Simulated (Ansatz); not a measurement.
**Band structure of RbLuO$_{2}$**

```xyz
4
Lattice="1.7000 0.9815 6.3833 -1.7000 0.9815 6.3833 0.0000 -1.9630 6.3833" Properties=species:S:1:pos:R:3 pbc="T T T"
Rb    0.0000    0.0000    0.0000
Lu    0.0000    0.0000    9.5750
O     0.0000    0.0000    4.2704
O     0.0000    0.0000   14.8795
```

Atoms are numbered in the order listed.

The cell is COD entry 1528053, as deposited and not checked against the literature; nothing was relaxed.

No spin–orbit coupling, which matters for the heavy atoms here.

All numbers below come from DFT, PBEsol, all-electron LAPW, scalar-relativistic (Ansatz 0.2.0).

Numerical set-up: a Γ-centred 10×10×10 k mesh, Fermi–Dirac smearing of 0.03 eV, basis error target 1 meV/atom, no spin polarisation.

Points in fractions of the reciprocal vectors of this cell: Γ (0, 0, 0), T (0.5, 0.5, 0.5), H2 (0.818, 0.182, 0.5), H0 (0.5, -0.182, 0.182), L (0.5, 0, 0), S0 (0.341, -0.341, 0), S2 (0.659, 0, 0.341), F (0.5, 0, 0.5). The path runs Γ–T–H2–H0–L–Γ–S0–S2–F. Energies are in eV from the top of the valence band; (×n) counts levels within 4 meV of each other, which need not be degenerate by symmetry.

Question: Metal or insulator at this level of theory?

Answer: An insulator or semiconductor: gap 3.15 eV, indirect from Γ to F (0.5, 0, 0.5).

Question: Tabulate bands 40 to 45, counted from the lowest band of the run, along the path.

Answer: 
```
k (1/Å)  point  band 40  band 41  band 42  band 43  band 44  band 45
   0.00      Γ    -0.10     0.00     0.00     3.27     4.93     6.21
   0.07           -0.13     0.00     0.00     3.31     4.93     6.23
   0.14           -0.21    -0.01    -0.01     3.43     4.94     6.26
   0.21           -0.33    -0.02    -0.02     3.58     4.97     6.30
   0.28           -0.45    -0.04    -0.04     3.75     5.02     6.36
   0.35           -0.56    -0.05    -0.05     3.89     5.09     6.42
   0.42           -0.64    -0.06    -0.06     3.98     5.18     6.46
   0.49      T    -0.66    -0.06    -0.06     4.01     5.22     6.47
   0.66           -0.56    -0.20    -0.12     4.16     5.29     6.18
   0.83           -0.51    -0.41    -0.21     4.53     5.24     5.95
   1.00           -0.84    -0.59    -0.16     4.95     4.97     6.02
   1.16           -1.10    -0.85    -0.25     4.66     5.36     6.44
   1.33           -1.24    -1.06    -0.47     4.55     5.73     6.97
   1.50           -1.18    -1.11    -0.70     4.64     6.11     7.25
   1.67     H2    -1.13    -1.12    -0.74     4.88     6.45     6.92
   1.71           -1.14    -1.11    -0.73     4.89     6.48     6.84
   1.76           -1.14    -1.11    -0.72     4.91     6.52     6.74
   1.81           -1.14    -1.12    -0.72     4.92     6.57     6.65
   1.86           -1.14    -1.12    -0.72     4.92     6.57     6.65
   1.91           -1.14    -1.11    -0.72     4.91     6.52     6.74
   1.96           -1.14    -1.11    -0.73     4.89     6.48     6.84
   2.01     H0    -1.13    -1.12    -0.74     4.88     6.45     6.92
   2.11           -1.21    -1.11    -0.66     5.04     6.41     6.74
   2.20           -1.29    -1.11    -0.59     5.18     5.95     6.66
   2.30           -1.29    -1.10    -0.56     5.23     5.42     6.61
   2.39           -1.24    -0.99    -0.58     4.92     5.16     6.68
   2.49           -1.27    -0.81    -0.62     4.51     5.02     6.81
   2.59           -1.30    -0.67    -0.67     4.25     4.90     6.94
   2.68      L    -1.31    -0.69    -0.62     4.16     4.85     6.99
   2.84           -1.22    -0.62    -0.61     4.22     4.91     6.83
   2.99           -1.21    -0.60    -0.43     4.41     5.02     6.72
   3.15           -1.21    -0.52    -0.27     4.70     5.08     6.55
   3.30           -1.01    -0.37    -0.20     4.69     5.17     6.42
   3.45           -0.62    -0.20    -0.15     4.10     5.35     6.09
   3.61           -0.20    -0.11    -0.05     3.52     5.10     6.12
   3.76      Γ    -0.10     0.00     0.00     3.27     4.93     6.21
   3.94           -0.26    -0.12    -0.08     3.61     5.16     6.09
   4.12           -0.76    -0.31    -0.18     4.36     5.71     5.87
   4.30           -1.09    -0.64    -0.25     5.14     5.69     6.19
   4.48           -1.12    -0.98    -0.32     5.47     5.58     6.10
   4.66           -1.25    -1.06    -0.41     5.35     5.68     6.25
   4.84           -1.31    -1.06    -0.55     5.17     6.06     6.55
   5.02     S0    -1.14    -1.12    -0.72     4.92     6.59     6.63
   5.07           -1.15    -1.12    -0.71     4.93     6.56     6.66
   5.12           -1.16    -1.11    -0.71     4.94     6.52     6.72
   5.17           -1.16    -1.11    -0.71     4.95     6.50     6.78
   5.21           -1.16    -1.11    -0.71     4.95     6.50     6.78
   5.26           -1.16    -1.11    -0.71     4.94     6.52     6.72
   5.31           -1.15    -1.12    -0.71     4.93     6.56     6.66
   5.36     S2    -1.14    -1.12    -0.72     4.92     6.59     6.63
   5.44           -1.18    -1.05    -0.75     4.71     6.45     6.90
   5.52           -1.16    -1.07    -0.68     4.41     6.36     7.16
   5.61           -1.14    -1.04    -0.57     4.06     6.32     7.10
   5.69           -1.22    -0.86    -0.46     3.71     6.28     6.80
   5.78           -1.29    -0.69    -0.37     3.41     6.21     6.63
   5.86           -1.33    -0.56    -0.31     3.22     6.12     6.57
   5.94      F    -1.35    -0.52    -0.29     3.15     6.08     6.56
```
